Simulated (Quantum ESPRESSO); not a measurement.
## Al4Ti2Zr2 (finding a planted mistake in a log)

Computed values, not a measurement. The program is pw.x of Quantum ESPRESSO 7.5 (plane-wave density functional theory). The cell is made up: eight metal atoms on a hexagonal close-packed lattice, with elements, volume, strain and displacements drawn at random and not relaxed, so it may be unstable or far from any real phase. PseudoDojo standard norm-conserving files set the functional (PBE unless stated); there is no spin polarisation or spin-orbit coupling, the Fermi-Dirac width of 0.25 eV means electrons at about 2900 K, and the masses in the input are unused placeholders. A spin test at this wide smearing found no moment, but such smearing suppresses magnetism that the real alloy may have.

Intended input:

```
&control calculation='scf', pseudo_dir='./dojo.nc.sr.pbe.v0_5.standard.upf', outdir='./o', disk_io='minimal', tprnfor=.true., tstress=.true. /
&system ibrav=0, nat=8, ntyp=3, nbnd=43, ecutwfc=84.00895049, nosym=.true., tot_charge=0,
 occupations='smearing', smearing='fd', degauss=0.0183746611
/
&electrons conv_thr=1.470e-08, electron_maxstep=70, mixing_beta=0.5 /
ATOMIC_SPECIES
Al 1.0 Al.upf
Ti 1.0 Ti.upf
Zr 1.0 Zr.upf
CELL_PARAMETERS angstrom
0.0 0.0 -4.7167
0.0 5.1813 0.0
5.9829 0.0 0.0
ATOMIC_POSITIONS angstrom
Al 0.092 0.0326 -0.0754
Al 3.0939 0.0397 0.0083
Al 1.5017 2.6121 -0.013
Ti 4.5829 2.4966 -0.1144
Ti 0.0164 1.8329 -2.4008
Al 2.889 1.6763 -2.3805
Zr 1.5353 4.4707 -2.2815
Zr 4.4485 4.29 -2.2482
K_POINTS automatic
6 5 5 1 1 1
```

The log is shortened where brackets say so; the opening notice, blank lines, dates and the lines on written files are dropped, and the path of the files is cut. It prints rydbergs, bohrs and kilobars, and counts compression as positive stress. Its total energy is the free energy E - TS of the whole cell.

Log of the intended run:

```
     Program PWSCF v.7.5
     Parallel version (MPI & OpenMP), running on       4 processor cores
     Number of MPI processes:                 4
     Threads/MPI process:                     1
     [start-up lines left out]
     bravais-lattice index     =            0
     lattice parameter (alat)  =       8.9133  a.u.
     unit-cell volume          =     986.7005 (a.u.)^3
     number of atoms/cell      =            8
     number of atomic types    =            3
     number of electrons       =        60.00
     number of Kohn-Sham states=           43
     kinetic-energy cutoff     =      84.0090  Ry
     charge density cutoff     =     336.0358  Ry
     scf convergence threshold =      1.5E-08
     mixing beta               =       0.5000
     number of iterations used =            8  plain     mixing
     Exchange-correlation= PBE
                           (   1   4   3   4   0   0   0)
     [axes and pseudopotential details left out]
   Cartesian axes
     site n.     atom                  positions (alat units)
         1        Al     tau(   1) = (   0.0195052   0.0069116  -0.0159858  )
         2        Al     tau(   2) = (   0.6559459   0.0084169   0.0017597  )
         3        Al     tau(   3) = (   0.3183794   0.5537982  -0.0027562  )
         4        Ti     tau(   4) = (   0.9716327   0.5293107  -0.0242542  )
         5        Ti     tau(   5) = (   0.0034770   0.3885980  -0.5089999  )
         6        Al     tau(   6) = (   0.6125045   0.3553968  -0.5046961  )
         7        Zr     tau(   7) = (   0.3255030   0.9478449  -0.4837068  )
         8        Zr     tau(   8) = (   0.9431382   0.9095342  -0.4766468  )
     number of k points=    75  Fermi-Dirac smearing, width (Ry)=  0.0184
                       cart. coord. in units 2pi/alat
        k(    1) = (   0.0788364   0.0910331  -0.0833333), wk =   0.0266667
        k(    2) = (   0.2365091   0.0910331  -0.0833333), wk =   0.0266667
     [further k points left out]
     Dense  grid:   102617 G-vectors     FFT dimensions: (  54,  60,  72)
     Estimated max dynamical RAM per process >     300.02 MB
     Estimated total dynamical RAM >       1.10 GB
     Initial potential from superposition of free atoms
     starting charge      59.9823, renormalised to      60.0000
     Starting wfcs are   56 randomized atomic wfcs
     total cpu time spent up to now is       11.1 secs
     per-process dynamical memory:   251.3 Mb
     Self-consistent Calculation
     iteration #  1     ecut=    84.01 Ry     beta= 0.50
     Davidson diagonalization with overlap
     ethr =  1.00E-02,  avg # of iterations =  2.1
     Threshold (ethr) on eigenvalues was too large:
     Diagonalizing with lowered threshold
     Davidson diagonalization with overlap
     ethr =  5.14E-04,  avg # of iterations =  3.8
     total cpu time spent up to now is       57.7 secs
     total energy              =    -458.48778726 Ry
     estimated scf accuracy    <       0.31934963 Ry
     iteration #  2     ecut=    84.01 Ry     beta= 0.50
     Davidson diagonalization with overlap
     ethr =  5.32E-04,  avg # of iterations =  4.5
     total cpu time spent up to now is       86.6 secs
     total energy              =    -458.15371606 Ry
     estimated scf accuracy    <       5.60684577 Ry
     [iterations 3 to 11 left out]
     iteration # 12     ecut=    84.01 Ry     beta= 0.50
     Davidson diagonalization with overlap
     ethr =  8.39E-10,  avg # of iterations =  4.0
     total cpu time spent up to now is      332.1 secs
     total energy              =    -458.61045211 Ry
     estimated scf accuracy    <       0.00000004 Ry
     iteration # 13     ecut=    84.01 Ry     beta= 0.50
     Davidson diagonalization with overlap
     ethr =  7.21E-11,  avg # of iterations =  4.6
     total cpu time spent up to now is      359.3 secs
     End of self-consistent calculation
     [lines on levels left out]
!    total energy              =    -458.61045212 Ry
     estimated scf accuracy    <          8.0E-09 Ry
     smearing contrib. (-TS)   =      -0.11444139 Ry
     internal energy E=F+TS    =    -458.49601072 Ry
     The total energy is F=E-TS. E is the sum of the following terms:
     one-electron contribution =    -189.18198612 Ry
     hartree contribution      =     114.98100587 Ry
     xc contribution           =     -83.79691848 Ry
     ewald contribution        =    -300.49811199 Ry
     convergence has been achieved in  13 iterations
     Forces acting on atoms (cartesian axes, Ry/au):
     atom    1 type  1   force =    -0.01901614    0.01575968    0.04042145
     atom    2 type  1   force =    -0.00552950    0.00117530    0.01972006
     atom    3 type  1   force =     0.00108595   -0.00680517    0.00376492
     atom    4 type  2   force =    -0.00393541    0.00950644    0.02931559
     atom    5 type  2   force =    -0.00198405   -0.01863214   -0.00231023
     atom    6 type  1   force =     0.02666875    0.03063933   -0.00377365
     atom    7 type  3   force =    -0.02030408   -0.06935949   -0.03935414
     atom    8 type  3   force =     0.02301449    0.03771606   -0.04778400
     Total force =     0.129304     Total SCF correction =     0.000234
     Computing stress (Cartesian axis) and pressure
          total   stress  (Ry/bohr**3)                   (kbar)     P=       13.72
   0.00009089   0.00001294  -0.00004508           13.37        1.90       -6.63
   0.00001294  -0.00000914   0.00001974            1.90       -1.34        2.90
  -0.00004508   0.00001974   0.00019806           -6.63        2.90       29.14
     init_run     :     10.61s CPU     11.02s WALL (       1 calls)
     electrons    :    345.80s CPU    348.21s WALL (       1 calls)
     forces       :      2.94s CPU      3.00s WALL (       1 calls)
     stress       :     14.16s CPU     14.23s WALL (       1 calls)
     [timing details left out]
     PWSCF        :   6m13.65s CPU   6m16.73s WALL
     JOB DONE.
```

A second run was made from an input with one planted mistake. Its log:

```
     Program PWSCF v.7.5
     Parallel version (MPI & OpenMP), running on       4 processor cores
     Number of MPI processes:                 4
     Threads/MPI process:                     1
     [start-up lines left out]
     bravais-lattice index     =            0
     lattice parameter (alat)  =       8.7823  a.u.
     unit-cell volume          =     943.8320 (a.u.)^3
     number of atoms/cell      =            8
     number of atomic types    =            3
     number of electrons       =        60.00
     number of Kohn-Sham states=           43
     kinetic-energy cutoff     =      84.0090  Ry
     charge density cutoff     =     336.0358  Ry
     scf convergence threshold =      1.5E-08
     mixing beta               =       0.5000
     number of iterations used =            8  plain     mixing
     Exchange-correlation= PBE
                           (   1   4   3   4   0   0   0)
     [axes and pseudopotential details left out]
   Cartesian axes
     site n.     atom                  positions (alat units)
         1        Al     tau(   1) = (   0.0194948   0.0069071  -0.0159874  )
         2        Al     tau(   2) = (   0.6559367   0.0084133   0.0017644  )
         3        Al     tau(   3) = (   0.3183716   0.5537935  -0.0027542  )
         4        Ti     tau(   4) = (   0.9716185   0.5293067  -0.0242501  )
         5        Ti     tau(   5) = (   0.0034858   0.3886044  -0.5089943  )
         6        Al     tau(   6) = (   0.6124930   0.3554030  -0.5046908  )
         7        Zr     tau(   7) = (   0.3254938   0.9478418  -0.4837113  )
         8        Zr     tau(   8) = (   0.9431295   0.9095193  -0.4766536  )
     number of k points=    75  Fermi-Dirac smearing, width (Ry)=  0.0184
                       cart. coord. in units 2pi/alat
        k(    1) = (   0.0788363   0.0910345  -0.0833333), wk =   0.0266667
        k(    2) = (   0.2365089   0.0910345  -0.0833333), wk =   0.0266667
     [further k points left out]
     Dense  grid:    98167 G-vectors     FFT dimensions: (  54,  60,  72)
     Estimated max dynamical RAM per process >     287.89 MB
     Estimated total dynamical RAM >       1.05 GB
     Initial potential from superposition of free atoms
     starting charge      59.9823, renormalised to      60.0000
     Starting wfcs are   56 randomized atomic wfcs
     total cpu time spent up to now is        9.8 secs
     per-process dynamical memory:   241.6 Mb
     Self-consistent Calculation
     iteration #  1     ecut=    84.01 Ry     beta= 0.50
     Davidson diagonalization with overlap
     ethr =  1.00E-02,  avg # of iterations =  2.1
     Threshold (ethr) on eigenvalues was too large:
     Diagonalizing with lowered threshold
     Davidson diagonalization with overlap
     ethr =  5.29E-04,  avg # of iterations =  3.6
     total cpu time spent up to now is       49.0 secs
     total energy              =    -458.47328310 Ry
     estimated scf accuracy    <       0.32568450 Ry
     iteration #  2     ecut=    84.01 Ry     beta= 0.50
     Davidson diagonalization with overlap
     ethr =  5.43E-04,  avg # of iterations =  4.8
     total cpu time spent up to now is       74.0 secs
     total energy              =    -458.16524220 Ry
     estimated scf accuracy    <       5.01146037 Ry
     [iterations 3 to 11 left out]
     iteration # 12     ecut=    84.01 Ry     beta= 0.50
     Davidson diagonalization with overlap
     ethr =  9.10E-10,  avg # of iterations =  3.6
     total cpu time spent up to now is      280.5 secs
     total energy              =    -458.59967044 Ry
     estimated scf accuracy    <       0.00000006 Ry
     iteration # 13     ecut=    84.01 Ry     beta= 0.50
     Davidson diagonalization with overlap
     ethr =  9.95E-11,  avg # of iterations =  4.4
     total cpu time spent up to now is      302.7 secs
     End of self-consistent calculation
     [lines on levels left out]
!    total energy              =    -458.59967045 Ry
     estimated scf accuracy    <          6.1E-09 Ry
     smearing contrib. (-TS)   =      -0.11031863 Ry
     internal energy E=F+TS    =    -458.48935182 Ry
     The total energy is F=E-TS. E is the sum of the following terms:
     one-electron contribution =    -182.74946511 Ry
     hartree contribution      =     113.28444804 Ry
     xc contribution           =     -84.04323815 Ry
     ewald contribution        =    -304.98109659 Ry
     convergence has been achieved in  13 iterations
     Forces acting on atoms (cartesian axes, Ry/au):
     atom    1 type  1   force =    -0.02017609    0.01667196    0.04585525
     atom    2 type  1   force =    -0.00641210    0.00306682    0.02264666
     atom    3 type  1   force =     0.00387342   -0.00790994    0.00442134
     atom    4 type  2   force =    -0.00542811    0.01045012    0.03325345
     atom    5 type  2   force =    -0.00356783   -0.02075863   -0.00350480
     atom    6 type  1   force =     0.02999971    0.03455945   -0.00455816
     atom    7 type  3   force =    -0.02178756   -0.07641068   -0.04449385
     atom    8 type  3   force =     0.02349856    0.04033090   -0.05361989
     Total force =     0.143564     Total SCF correction =     0.000206
     Computing stress (Cartesian axis) and pressure
          total   stress  (Ry/bohr**3)                   (kbar)     P=       61.78
   0.00041561   0.00001334  -0.00005018           61.14        1.96       -7.38
   0.00001334   0.00029435   0.00002634            1.96       43.30        3.87
  -0.00005018   0.00002634   0.00054986           -7.38        3.87       80.89
     init_run     :      9.34s CPU      9.64s WALL (       1 calls)
     electrons    :    289.78s CPU    292.98s WALL (       1 calls)
     forces       :      3.26s CPU      3.30s WALL (       1 calls)
     stress       :     10.61s CPU     10.67s WALL (       1 calls)
     [timing details left out]
     PWSCF        :   5m13.14s CPU   5m16.84s WALL
     JOB DONE.
```

Question: the log repeats what the program read. Compare it with the intended run: what was wrong in the second input?

Answer: the cell and the positions are scaled by a wrong factor. The input lines that differ:

```
- 0.0 0.0 -4.7167
- 0.0 5.1813 0.0
- 5.9829 0.0 0.0
+ 0.0 0.0 -4.6474
+ 0.0 5.1051 0.0
+ 5.895 0.0 0.0
- Al 0.092 0.0326 -0.0754
- Al 3.0939 0.0397 0.0083
- Al 1.5017 2.6121 -0.013
- Ti 4.5829 2.4966 -0.1144
- Ti 0.0164 1.8329 -2.4008
- Al 2.889 1.6763 -2.3805
- Zr 1.5353 4.4707 -2.2815
- Zr 4.4485 4.29 -2.2482
+ Al 0.0906 0.0321 -0.0743
+ Al 3.0484 0.0391 0.0082
+ Al 1.4796 2.5737 -0.0128
+ Ti 4.5155 2.4599 -0.1127
+ Ti 0.0162 1.806 -2.3655
+ Al 2.8465 1.6517 -2.3455
+ Zr 1.5127 4.405 -2.248
+ Zr 4.3831 4.2269 -2.2152
```

|  | intended run | run with the mistake |
| --- | --- | --- |
| free energy (eV) | -6239.713 | -6239.566 |
| entropy term -TS, part of it (eV) | -1.557 | -1.501 |
| pressure (GPa) | 1.37 | 6.18 |
| size of the largest force component (eV/Å) | 1.783 | 1.965 |
| largest change of a force component (eV/Å) |  | 0.181 |
| iterations | 13 | 13 |

For scale, a rerun of the intended cell at a higher cutoff and on a denser mesh moved values by no more than 0.003 eV in energy, 0.02 GPa in stress and 0.003 eV/Å in force, and a second program with other atomic files agreed on that cell to 2 % rms in force and 0.5 GPa in pressure.